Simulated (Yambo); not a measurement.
Yambo run on AgI (space group P6_3mc, No. 186). The wavefunctions are norm-conserving PBEsol (Quantum ESPRESSO, 82 Ry, without SOC) ones on a 3×3×1 mesh (52 occupied bands); a = b = 4.4329 Å, c = 14.5868 Å, α = β = 90.00°, γ = 120.00°.

Yambo input:

```
rim_cut
gw0
dyson
el_el_corr
HF_and_locXC
ppa
em1d
RandQpts= 1000000
RandGvec= 1 Ry
EXXRLvcs= 82 Ry
VXCRLvcs= 328 Ry
Chimod= "HARTREE"
% BndsRnXp
 17 | 154 |
%
NGsBlkXp= 7 Ry
% LongDrXp
 1.0 | 1.0 | 1.0 |
%
PPAPntXp= 27.2114 eV
% GbndRnge
 1 | 154 |
%
GTermKind= "BG"
DysSolver= "n"
ExtendOut
% QPkrange
 1 | 1 | 52 | 53 |
%
```

k points by index: 1 = Γ.

Table of the .qp output:

```
#    K-point    Band    Eo [eV]    E [eV]    E-Eo [eV]    Vxc [eV]    Vnlxc [eV]    Sc|Eo [eV]    Sc|E [eV]    dSc/dw|Eo [eV]    Re(Z)    Im(Z)
#
    1    52    0.000000    -0.547998    -0.547998    -15.03352    -18.23827    2.514382    2.656755    -7.067969    0.793810    -0.001548
    1    53    1.319107    2.020836    0.701729    -9.970096    -6.024474    -3.088225    -3.243893    -6.035397    0.818464    -0.001417
```
(The two width columns are left out.) Convergence of these settings isn't established.

Geometry relaxed with PBE+D3(BJ).
